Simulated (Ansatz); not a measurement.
LaAs (rock salt, Fm-3m), plane-wave PAW PBE (Ansatz code), all energies at zero smearing, with the estimated change up to a 700 eV cutoff added, with one set of potentials and settings (totals compare only within such a set). Cell of 2 atoms (1 La, 1 As): -11109.365 eV.

```
element                reference phase  E (eV/atom)
-------  -----------------------------  -----------
La       P6_3/mmc, 4 atoms in the cell   -6250.0953
As           R-3m, 2 atoms in the cell   -4856.1377
```

Formation energy per atom, worked out: (-11109.365 − 1×(-6250.0953) − 1×(-4856.1377))/2 = -1.566 eV/atom (-151 kJ per mol of atoms), at 0 K, without zero-point energy or fitted corrections.

The workflow started from a Materials Project entry (that database holds measured and hypothetical structures alike); the Crystallography Open Database files this formula in space group No. 225, but the cells were not matched. Its standing as an ambient phase is unchecked. The PBE relaxation kept the symmetry of its start; its stability against distortions is not shown here. The references are the lowest solids computed at this level, not always the standard phases. Spin–orbit coupling is left out wherever it is not named.

Potentials: the later of the program's two PAW sets.
